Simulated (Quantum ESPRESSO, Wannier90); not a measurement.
## Wannierisation of TaC (rock salt)

```
begin unit_cell_cart
ang
    0.0000000000    2.2339000000    2.2339000000
    2.2339000000    0.0000000000    2.2339000000
    2.2339000000    2.2339000000    0.0000000000
end unit_cell_cart
begin atoms_frac
Ta   0.0000000000  0.0000000000  0.0000000000
C    0.5000000000  0.5000000000  0.5000000000
end atoms_frac
```

Structure: Materials Project mp-1086, symmetrised, not relaxed again. COD (Crystallography Open Database) has an entry of this formula and space group (matched by these alone). Computed values, not measurements, from PBEsol: Quantum ESPRESSO (norm-conserving PseudoDojo potentials, cutoff 66 Ry, no spin polarisation, no spin-orbit coupling) on a Γ-centred 12×12×12 mesh, then Wannier90. Density: 12×12×12 mesh, cold smearing 0.01 Ry. Spin-orbit coupling is left out although heavy elements are present.

A tight-binding model is made by disentanglement and projection with no localisation steps (num_iter = 0), so the 13 orbitals stay atom-like: hydrogen-like Ta: s;p;d; C: s;p, axes along x, y, z; frozen window up to 1.50 eV relative to the Fermi level. It follows pw.x to 1.8 meV rms for states up to 1.0 eV relative to the Fermi level. Matrix elements depend on this choice of orbitals and windows.

What are the on-site energies relative to the Fermi level, and how fast do the hoppings decay?


| atom | orbitals | energy (eV) |
|---|---|---|
| Ta1 | s | 7.96 |
| Ta1 | pz px py | 14.30 |
| Ta1 | dz2 dx2-y2 | 2.42 |
| Ta1 | dxz dyz dxy | 0.89 |
| C2 | s | -6.77 |
| C2 | pz px py | 0.29 |

```tsv
distance of the centres (Å)	largest modulus (eV)
2–3	2.9
3–4	0.95
4–5	0.80
5–6	0.13
6–7	0.059
7–8	0.068
8–9	0.023
9–10	0.015
10–11	0.0031
11–12	0.0057
12–13	0.0021
```
